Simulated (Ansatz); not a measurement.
Al₂O₃:
```yaml
crystal:
  lattice:
    - [2.37884, 1.37342, 4.33075]
    - [-2.37884, 1.37342, 4.33075]
    - [0.00000, -2.74685, 4.33075]
  atoms:
    - { symbol: Al, position: [0.14816, 0.14816, 0.14816] }
    - { symbol: Al, position: [0.85184, 0.85184, 0.85184] }
    - { symbol: Al, position: [0.35184, 0.35184, 0.35184] }
    - { symbol: Al, position: [0.64816, 0.64816, 0.64816] }
    - { symbol: O, position: [0.94368, 0.55632, 0.25000] }
    - { symbol: O, position: [0.05632, 0.44368, 0.75000] }
    - { symbol: O, position: [0.25000, 0.94368, 0.55632] }
    - { symbol: O, position: [0.75000, 0.05632, 0.44368] }
    - { symbol: O, position: [0.55632, 0.25000, 0.94368] }
    - { symbol: O, position: [0.44368, 0.75000, 0.05632] }
```

Relaxed with r²SCAN. Independent-particle spectrum: no excitons, no local fields, no scissors shift; 0.1 eV broadening; ε₁ of the summed bands alone.

### Question
Tabulate the dielectric function from DFT-r²SCAN in the program Ansatz with PAW potentials.

### Answer


```
E (eV)  ε₁ xx  ε₂ xx  ε₁ zz  ε₂ zz
------  -----  -----  -----  -----
0.0      2.89   0.00   2.85   0.00
0.5      2.89   0.00   2.85   0.00
1.0      2.90   0.00   2.86   0.00
1.5      2.92   0.00   2.87   0.00
2.0      2.94   0.00   2.89   0.00
2.5      2.96   0.00   2.91   0.00
3.0      2.99   0.00   2.94   0.00
3.5      3.03   0.00   2.98   0.00
4.0      3.08   0.00   3.03   0.00
4.5      3.14   0.00   3.09   0.00
5.0      3.22   0.00   3.16   0.00
5.5      3.31   0.00   3.25   0.00
6.0      3.42   0.00   3.36   0.00
6.5      3.58   0.00   3.51   0.00
7.0      3.84   0.00   3.78   0.00
7.5      4.09   0.37   4.00   0.37
8.0      4.13   0.55   4.02   0.56
8.5      4.22   0.69   4.07   0.69
9.0      4.34   0.84   4.17   0.81
9.5      4.51   0.99   4.32   0.94
10.0     4.80   1.18   4.58   1.09
10.5     5.37   1.53   5.01   1.34
11.0     5.17   2.63   6.04   2.35
11.5     5.80   3.56   4.91   3.44
12.0     4.76   4.65   4.27   4.18
```

### Question
From ε at 7.4 eV (xx: 4.10 + 0.31i), find n, k, the normal reflectivity and the absorption coefficient.

### Answer
n = 2.03, k = 0.076, R = 12 %, α = 2kE/ħc = 57000 cm⁻¹.

With all bands, ε∞ without local fields is 3.06 (xx = yy), 3.02 (zz). DFPT, with local fields, gives 3.07 (xx = yy), 3.04 (zz).

Space group R-3c (corundum). The cell was relaxed with r²SCAN under the symmetry of its start; phonons on a q-mesh show no instability.

Potentials: the earlier of the program's two PAW sets.
